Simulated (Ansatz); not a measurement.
An Ansatz (a program for electronic structure) run. Input:

Ansatz 0.2 input:
```yaml
crystal:
  lattice:
    - [8.7442018555, 0.0, 0.0]
    - [-4.3721009277, 7.5727009426, 0.0]
    - [0.0, 0.0, 8.0962833026]
  atoms:
    - { symbol: Ca, position: [0.0, 0.0, 0.732168534] }
    - { symbol: Ca, position: [0.0, 0.0, 0.232168534] }
    - { symbol: Ca, position: [0.6666666667, 0.3333333333, 0.2352209072] }
    - { symbol: Ca, position: [0.3333333333, 0.6666666667, 0.7352209072] }
    - { symbol: Ca, position: [0.6666666667, 0.3333333333, 0.8029874752] }
    - { symbol: Ca, position: [0.3333333333, 0.6666666667, 0.3029874752] }
    - { symbol: Al, position: [0.341923999, 0.3141397527, 0.543906893] }
    - { symbol: Al, position: [0.0277842463, 0.341923999, 0.043906893] }
    - { symbol: Al, position: [0.6858602473, 0.0277842463, 0.543906893] }
    - { symbol: Al, position: [0.658076001, 0.6858602473, 0.043906893] }
    - { symbol: Al, position: [0.9722157537, 0.658076001, 0.543906893] }
    - { symbol: Al, position: [0.3141397527, 0.9722157537, 0.043906893] }
    - { symbol: Al, position: [0.9793325402, 0.6607549779, 0.9371526436] }
    - { symbol: Al, position: [0.3185775623, 0.9793325402, 0.4371526436] }
    - { symbol: Al, position: [0.3392450221, 0.3185775623, 0.9371526436] }
    - { symbol: Al, position: [0.0206674598, 0.3392450221, 0.4371526436] }
    - { symbol: Al, position: [0.6814224377, 0.0206674598, 0.9371526436] }
    - { symbol: Al, position: [0.6607549779, 0.6814224377, 0.4371526436] }
    - { symbol: O, position: [0.5827509834, 0.7918818267, 0.9090585194] }
    - { symbol: O, position: [0.7908691567, 0.5827509834, 0.4090585194] }
    - { symbol: O, position: [0.2081181733, 0.7908691567, 0.9090585194] }
    - { symbol: O, position: [0.4172490166, 0.2081181733, 0.4090585194] }
    - { symbol: O, position: [0.2091308433, 0.4172490166, 0.9090585194] }
    - { symbol: O, position: [0.7918818267, 0.2091308433, 0.4090585194] }
    - { symbol: O, position: [0.4470032499, 0.5454530096, 0.5191238415] }
    - { symbol: O, position: [0.9015502403, 0.4470032499, 0.0191238415] }
    - { symbol: O, position: [0.4545469904, 0.9015502403, 0.5191238415] }
    - { symbol: O, position: [0.5529967501, 0.4545469904, 0.0191238415] }
    - { symbol: O, position: [0.0984497597, 0.5529967501, 0.5191238415] }
    - { symbol: O, position: [0.5454530096, 0.0984497597, 0.0191238415] }
    - { symbol: O, position: [0.2621611529, 0.878527932, 0.2413338032] }
    - { symbol: O, position: [0.3836332209, 0.2621611529, 0.7413338032] }
    - { symbol: O, position: [0.121472068, 0.3836332209, 0.2413338032] }
    - { symbol: O, position: [0.7378388471, 0.121472068, 0.7413338032] }
    - { symbol: O, position: [0.6163667791, 0.7378388471, 0.2413338032] }
    - { symbol: O, position: [0.878527932, 0.6163667791, 0.7413338032] }
    - { symbol: O, position: [0.8865878239, 0.1110098062, 0.035385327] }
    - { symbol: O, position: [0.7755780177, 0.8865878239, 0.535385327] }
    - { symbol: O, position: [0.8889901938, 0.7755780177, 0.035385327] }
    - { symbol: O, position: [0.1134121761, 0.8889901938, 0.535385327] }
    - { symbol: O, position: [0.2244219823, 0.1134121761, 0.035385327] }
    - { symbol: O, position: [0.1110098062, 0.2244219823, 0.535385327] }
kpoints:
  mp_grid: { grid: [4, 4, 4] }
hamiltonian:
  xc: r2scan
  pseudopotentials: { azcp: { folder: ./paw }, kind: paw }
scf:
  occupations: { method: fixed }
elastic: { mode: relaxed_ion, stencil: two_point, amplitude: 0.005, f_tol: 0.0005 }
output: { polarization: {} }
```

Output (shortened):

```
Pseudopotentials: kind: paw
Pseudopotential: Ca, paw, valence charge 10
Pseudopotential: Al, paw, valence charge 3
Pseudopotential: O, paw, valence charge 6
Functional definition: r2SCAN
Crystal: 42 atoms, lattice volume = 536.113 Å³
Basis set: ecut = 500 eV, 13625 PW (Γ), exchange–correlation on 288×288×240 points (64 copies of the dense FFT grid, shifted against one another)
Bands: 162, of which v1, the nominal top of the filled ones, is band 120 counted from 1 (119 counted from 0)
Symmetry: 6 space group operations
Space group: P63 (ITA 173), of the structure as read, at distance tolerance 8.1e-5 Å
k-points: 12 of 64 (time reversal used)
PAW frozen core: Ca, regenerated for the run's functional
PAW frozen core: Al, regenerated for the run's functional
PAW frozen core: O, regenerated for the run's functional
Initial density: superposition of atomic densities (chi_scale 0.1, normalization cell, long waves kept (reshape's long-wave potential 0.04 eV rms))
Initial wavefunctions: pseudopotential atomic-orbital guess
Eigensolver: davidson
Functional: x = r2scan, c = r2scan; τ floored in thin density (d = 2e-4 eV/Å³)
all-band conjugate gradients solve this SCF's bands
SCF 1 converged in 17 iterations: F = -31137.486724 eV  dr2 = 2.09e-14
relax step   1: F+E_penalty+E_count = -31137.48672384 eV  Δ(F+E_penalty+E_count) = +0.000e0 eV  max|allowed force component| = 1.931e-3 eV/Å  Δτ_max = 0.0000 Å  (17 SCF iters, accepted)
Crystal: 42 atoms, lattice volume = 536.113 Å³
Initial density: handed on by an earlier stage of this run
Initial wavefunctions: pseudopotential atomic-orbital guess (no wavefunctions were taken with the density)
SCF 2 converged in 10 iterations: F = -31137.486725 eV  dr2 = 2.22e-14
relax step   2: F+E_penalty+E_count = -31137.48672496 eV  Δ(F+E_penalty+E_count) = -1.125e-6 eV  max|allowed force component| = 9.020e-4 eV/Å  Δτ_max = 0.0001 Å  (10 SCF iters, accepted)
density extrapolation: transplant  |δρ|_rms = 5.719e-2 e/Å³  SAD shift = 7.986e-5 e/Å³
Crystal: 42 atoms, lattice volume = 536.113 Å³
Initial wavefunctions: those handed on with the density
SCF 3 converged in 8 iterations: F = -31137.486725 eV  dr2 = 5.15e-14
relax step   3: F+E_penalty+E_count = -31137.48672527 eV  Δ(F+E_penalty+E_count) = -3.130e-7 eV  max|allowed force component| = 4.615e-4 eV/Å  Δτ_max = 0.0001 Å  (8 SCF iters, accepted)
[...]
  atom  35  O     -0.00004496    -0.00006641    -0.00033127
  atom  36  O      0.00003503    -0.00007215    -0.00033127
  atom  37  O     -0.00014047    -0.00011782    -0.00007781
  atom  38  O      0.00003180    -0.00018056    -0.00007781
  atom  39  O      0.00017227    -0.00006274    -0.00007781
  atom  40  O      0.00014047     0.00011782    -0.00007781
  atom  41  O     -0.00003180     0.00018056    -0.00007781
  atom  42  O     -0.00017227     0.00006274    -0.00007781
  max |Σ_I F_I| component: 5.55e-5 eV/Å
--- Stress (GPa, compression-positive) ---
       -0.000469       0.000016       0.000000
       -0.000016      -0.000469       0.000000
        0.000000       0.000000       0.000131
  P = ⅓ Tr σ = -0.0003 GPa (-0.003 kbar)
  The stress holds the Pulay correction. Without it, at fixed plane waves, as pw.x and ABINIT print it: P = -0.0730 GPa
  The stress includes an estimate of the error left by incomplete SCF convergence (largest component 0.0000 GPa).
--- Band table (eV; the first three rows and the last of 12) ---
  k-point 0: bands = ["-35.4543", "-35.4508", "-34.8278", "-34.8278", "-34.7073", "-34.7073", "-15.7672", "-15.7448", "-15.7448", "-15.6812", "-15.6812", "-15.5850", "-15.3244", "-15.3002", "-15.3002", "-15.2666", "-15.2497", "-15.2497", "-15.1228", …
  k-point 1: bands = ["-35.4538", "-35.4513", "-34.8278", "-34.8277", "-34.7073", "-34.7073", "-15.7425", "-15.7376", "-15.7337", "-15.6925", "-15.6888", "-15.6139", "-15.3083", "-15.2921", "-15.2809", "-15.2649", "-15.2609", "-15.2318", "-15.1482", …
  k-point 2: bands = ["-35.4525", "-35.4525", "-34.8278", "-34.8278", "-34.7074", "-34.7074", "-15.7159", "-15.7159", "-15.7106", "-15.7106", "-15.6802", "-15.6802", "-15.2773", "-15.2773", "-15.2726", "-15.2726", "-15.2423", "-15.2423", "-15.1538", …
  k-point 11: bands = ["-35.4525", "-35.4525", "-34.8277", "-34.8277", "-34.7074", "-34.7074", "-15.7149", "-15.7149", "-15.7102", "-15.7102", "-15.6793", "-15.6793", "-15.2789", "-15.2789", "-15.2688", "-15.2688", "-15.2544", "-15.2544", "-15.1457", …
  band table: 162 of 162 bands, residual norms ≤ 1.0e-3 eV
--- Elastic constants: 3 strain directions × 2 members + reference (group order 6) ---
  dense FFT box of the reference and of every strained cell: 72×72×60
  strains applied: 11, 33, 23; error gains …
  reference relaxed by the batch: 3 steps …
  largest displacement 1.2e-4 Å; the constants are those of the deck's cell at these positions:
  atoms:
    - { symbol: Ca, position: [0.0, 0.0, 0.7321665908103295] }
    - { symbol: Ca, position: [0.0, 0.0, 0.23216659081032948] }
    - { symbol: Ca, position: [0.6666666666666667, 0.3333333333333333, 0.23521928938873835] }
    - { symbol: Ca, position: [0.33333333333333337, 0.6666666666666667, 0.7352192893887384] }
    - { symbol: Ca, position: [0.6666666666666667, 0.3333333333333333, 0.8029828027832361] }
    - { symbol: Ca, position: [0.33333333333333337, 0.6666666666666667, 0.3029828027832361] }
    - { symbol: Al, position: [0.3419394073273635, 0.31415094218956824, 0.5439096655897177] }
    - { symbol: Al, position: [0.027788465137795287, 0.3419394073273634, 0.04390966558971776] }
    - { symbol: Al, position: [0.6858490578104318, 0.027788465137795284, 0.5439096655897177] }
    - { symbol: Al, position: [0.6580605926726366, 0.6858490578104318, 0.04390966558971776] }
    - { symbol: Al, position: [0.9722115348622047, 0.6580605926726363, 0.5439096655897177] }
    - { symbol: Al, position: [0.3141509421895682, 0.9722115348622047, 0.04390966558971776] }
    - { symbol: Al, position: [0.9793346907958403, 0.6607683492840707, 0.9371549673416536] }
    - { symbol: Al, position: [0.31856634151176955, 0.9793346907958402, 0.43715496734165354] }
    - { symbol: Al, position: [0.33923165071592926, 0.3185663415117695, 0.9371549673416536] }
    - { symbol: Al, position: [0.020665309204159682, 0.33923165071592926, 0.43715496734165354] }
    - { symbol: Al, position: [0.6814336584882306, 0.020665309204159675, 0.9371549673416536] }
    - { symbol: Al, position: [0.6607683492840708, 0.6814336584882303, 0.43715496734165354] }
    - { symbol: O, position: [0.5827609476117648, 0.7918833660468872, 0.9090492213531737] }
    - { symbol: O, position: [0.7908775815648775, 0.5827609476117647, 0.4090492213531735] }
    - { symbol: O, position: [0.20811663395311253, 0.7908775815648773, 0.9090492213531737] }
    - { symbol: O, position: [0.4172390523882352, 0.20811663395311253, 0.4090492213531735] }
    - { symbol: O, position: [0.20912241843512258, 0.41723905238823517, 0.9090492213531737] }
    - { symbol: O, position: [0.7918833660468874, 0.2091224184351226, 0.4090492213531735] }
    - { symbol: O, position: [0.44701125810352393, 0.5454671992646388, 0.5191280493933459] }
    - { symbol: O, position: [0.9015440588388848, 0.4470112581035238, 0.01912804939334583] }
    - { symbol: O, position: [0.45453280073536106, 0.9015440588388848, 0.5191280493933459] }
    - { symbol: O, position: [0.5529887418964762, 0.45453280073536095, 0.01912804939334583] }
    - { symbol: O, position: [0.09845594116111514, 0.5529887418964762, 0.5191280493933459] }
    - { symbol: O, position: [0.545467199264639, 0.09845594116111513, 0.01912804939334583] }
    - { symbol: O, position: [0.26216525353226006, 0.8785265533028819, 0.2413352661698948] }
    - { symbol: O, position: [0.38363870022937796, 0.2621652535322601, 0.7413352661698948] }
    - { symbol: O, position: [0.12147344669711789, 0.38363870022937796, 0.2413352661698948] }
    - { symbol: O, position: [0.73783474646774, 0.12147344669711789, 0.7413352661698948] }
    - { symbol: O, position: [0.616361299770622, 0.7378347464677398, 0.2413352661698948] }
    - { symbol: O, position: [0.8785265533028822, 0.6163612997706219, 0.7413352661698948] }
    - { symbol: O, position: [0.8866015314307302, 0.11102157149286822, 0.03538660232477985] }
    - { symbol: O, position: [0.7755799599378619, 0.88660153143073, 0.5353866023247799] }
    - { symbol: O, position: [0.8889784285071318, 0.7755799599378619, 0.03538660232477985] }
    - { symbol: O, position: [0.11339846856926977, 0.8889784285071317, 0.5353866023247799] }
    - { symbol: O, position: [0.22442004006213806, 0.11339846856926983, 0.03538660232477985] }
    - { symbol: O, position: [0.11102157149286822, 0.224420040062138, 0.5353866023247799] }
  C = ∂σ_k/∂η_j (tension-positive GPa; Voigt order 11 22 33 23 13 12):
       176.000     83.632     40.041      0.000      0.000     -0.014
        83.632    176.000     40.041      0.000      0.000      0.014
        40.034     40.034    115.644      0.000      0.000      0.000
         0.000      0.000      0.000     42.988      0.000      0.000
         0.000      0.000      0.000      0.000     42.988      0.000
         0.014     -0.014      0.000      0.000      0.000     46.184
  reference stress σ⁰ (GPa):      0.000      0.000      0.000      0.000      0.000      0.000
  moduli (Voigt/Reuss/Hill, GPa): K = 88.34/81.08/84.71   G = 46.69/45.62/46.16   E = 117.19   ν = 0.269
  mechanically stable: yes (min eigenvalue of sym C = 42.99 GPa)
  e, the proper piezoelectric tensor (elastic.mode: relaxed_ion; C/m²; rows x y z; Voigt order 11 22 33 23 13 12):
       0.00000    0.00000    0.00000   -0.00229   -0.48540    0.00000
       0.00000    0.00000    0.00000   -0.48540    0.00229    0.00000
      -0.21835   -0.21835   -0.51720    0.00000    0.00000    0.00000
  ±, each entry's uncertainty from the finite density of the strings (C/m²), an estimate: the size of the correction for it that the entry includes:
       0.00000    0.00000    0.00000    0.00051    0.00002    0.00000
       0.00000    0.00000    0.00000    0.00002    0.00051    0.00000
       0.00008    0.00008    0.00014    0.00000    0.00000    0.00000
  strain η (Voigt 11):  stress-route row diagonal C_11 = 176.00 GPa, energy-path curvature d²(F+E_count+ΔE)/dδ²/Ω₀ = 176.00 GPa
         δ    σ_11 (GPa)             F (eV)   n_scf  n_hpsi   n_pw
    -5.000e-3      -0.8891      -31137.4793125       2   30583  13562   relax 6 steps, max|allowed force component| 1.78e-4 eV/Å
     5.000e-3       0.8709      -31137.4793862       2   30494  13715   relax 6 steps, max|allowed force component| 1.48e-4 eV/Å
  strain η (Voigt 33):  stress-route row diagonal C_33 = 115.64 GPa, energy-path curvature d²(F+E_count+ΔE)/dδ²/Ω₀ = 115.64 GPa
         δ    σ_33 (GPa)             F (eV)   n_scf  n_hpsi   n_pw
    -5.000e-3      -0.5833      -31137.4818754       2   12264  13564   relax 6 steps, max|allowed force component| 2.08e-4 eV/Å
     5.000e-3       0.5732      -31137.4819482       2   12402  13718   relax 6 steps, max|allowed force component| 2.76e-4 eV/Å
  strain η (Voigt 23):  stress-route row diagonal C_44 = 42.99 GPa, energy-path curvature d²(F+E_count+ΔE)/dδ²/Ω₀ = 42.99 GPa
         δ    σ_23 (GPa)             F (eV)   n_scf  n_hpsi   n_pw
    -5.000e-3      -0.2149      -31137.4849184       2   36561  13633   relax 5 steps, max|allowed force component| 1.15e-4 eV/Å
     5.000e-3       0.2149      -31137.4849184       2   36582  13633   relax 5 steps, max|allowed force component| 1.15e-4 eV/Å
--- Formal polarisation (Berry phase): one branch of a lattice of values; only differences between neighbouring runs are physical ---
  axis  mesh            electronic          ionic      p = total  spread (rad)  least overlap  resolved gap  δp at fixed H ≤   (phases in cycles; p mod 1 …
  b1    4×4×4           0.00000000   110.00000000   110.00000000      0.000295         0.9744        4.9659           9.3e-6
  b2    4×4×4           0.00000000   110.00000000   110.00000000      0.000295         0.9744        4.9659           9.3e-6
  b3    4×4×4          -0.18908898   109.44290607   109.25381708      0.001059         0.9777        4.9659           8.8e-6
  quantum along a1:   0.01631036 e/Å² =    26.132075 µC/cm²
  quantum along a2:   0.01631036 e/Å² =    26.132075 µC/cm²
  quantum along a3:   0.01510181 e/Å² =    24.195768 µC/cm²
  P = (  0.89706970,   1.55377029,   1.64993045) e/Å² = ( 1437.264109,  2489.414460,  2643.480019) µC/cm²  (mod the quanta)
```

Cost: around 4 core-hours (rough) on shared cores.

Space group P6_3. The first step of the workflow began from a Materials Project structure, measured or hypothetical; the Crystallography Open Database copy checked does not list it. COD files the formula under space group No. 14, so this cell is another polymorph or a model. Its standing as an ambient phase is unchecked. Symmetry was held in the r²SCAN relaxation; whether a distortion lowers the energy is not shown.

Potentials: the earlier of the program's two PAW sets.

Ansatz is a plane-wave DFT program.
